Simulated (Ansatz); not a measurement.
Starting cell, B (space group R-3m):

```xyz
12
Lattice="2.4205 1.3975 4.1314 -2.4205 1.3975 4.1314 0.0000 -2.7949 4.1314" Properties=species:S:1:pos:R:3 pbc="T T T"
B     -1.5584     0.8998     2.7897
B      1.5584    -0.8998     9.6045
B      0.0000    -1.7995     2.7897
B      0.0000     1.7995     9.6045
B      1.5584     0.8998     2.7897
B     -1.5584    -0.8998     9.6045
B     -0.9888     0.5709     4.4327
B      0.9888    -0.5709     7.9614
B      0.0000    -1.1418     4.4327
B      0.0000     1.1418     7.9614
B      0.9888     0.5709     4.4327
B     -0.9888    -0.5709     7.9614
```

A phonon eigenvector at Γ is frozen into this cell: atom i moves by Q times the vector below, so Q is the largest atomic displacement, in Å. The cell is held.

```csv
atom,x,y,z
B1,0.250,0.433,0.000
B2,-0.250,-0.433,0.000
B3,-0.500,0.000,0.000
B4,0.500,0.000,0.000
B5,0.250,-0.433,0.000
B6,-0.250,0.433,0.000
B7,0.500,0.866,0.000
B8,-0.500,-0.866,0.000
B9,-1.000,0.000,0.000
B10,1.000,0.000,0.000
B11,0.500,-0.866,0.000
B12,-0.500,0.866,0.000
```

Computed with LDA (plane waves to 420 eV, PAW, scalar-relativistic; Ansatz, an electronic-structure program). k mesh 7×7×7 (Γ-centred), Fermi-Dirac smearing 0.05 eV. B was relaxed with its symmetry unable to fall. 

```csv
Q (Å),−dE/dQ from forces (eV/Å)
-0.100,7.472
-0.083,6.227
-0.067,4.982
-0.050,3.736
-0.033,2.490
-0.017,1.245
0.000,0.000
0.017,-1.245
0.033,-2.490
0.050,-3.736
0.067,-4.982
0.083,-6.227
0.100,-7.472
```

Problem. What harmonic wavenumber does the curvature at Q = 0 give?

Solution. 501 cm⁻¹. E″ = 74.71 eV/Å², M = Σ mᵢ|uᵢ|² = 81.1 u, ν̃ = 521.5·√(|E″|/M).

(A displaced cell: forces are minus the slopes of the energy, force constants its curvatures, and phonons follow from these.)
